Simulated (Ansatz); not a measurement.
A geometry of ZnSnP$_{2}$ away from equilibrium: step 3 of the relaxation of a relaxed ZnSnP2 cell with every coordinate shifted by Gaussian noise of σ = 0.3 Å. The numbers are results of PBE (plane waves to 420 eV, PAW, scalar-relativistic; Ansatz, an electronic-structure program), not measurements. Γ-centred k-mesh 5×5×6 on the run's cell (coarser than for final values), Fermi–Dirac smearing 0.05 eV.

```xyz
8
Lattice="-2.7992 2.8993 5.7099 2.8974 -2.8300 5.7242 2.8255 2.8562 -5.6753" Properties=species:S:1:pos:R:3 pbc="T T T"
Zn    -0.1528     2.6884     2.1283
Zn    -0.0097     0.0750     0.1872
Sn     2.6799    -0.1289     3.2543
Sn    -0.3047    -0.3840     5.6479
P      1.4773     0.9856    -1.5117
P      0.9606     1.6080     4.5928
P      1.2400    -1.4532     7.2925
P      1.4095     4.3975     1.0876
```

Give the Cartesian forces on all atoms (eV/Å).


```csv
atom,Fx,Fy,Fz
Zn1,2.32,2.44,1.51
Zn2,-1.79,0.51,-0.85
Sn3,-0.58,0.43,-0.55
Sn4,1.51,1.68,0.46
P5,-1.42,-0.76,-1.16
P6,1.13,-0.79,-1.21
P7,-1.18,-2.30,-0.96
P8,0.00,-1.22,2.75
```

What is the pressure?

+1.8 GPa, compression positive.

How far above the relaxed end point is this geometry?

0.36 eV/atom; the path ends in I-42d (No. 122) (chalcopyrite type).

No spin polarisation in the result.
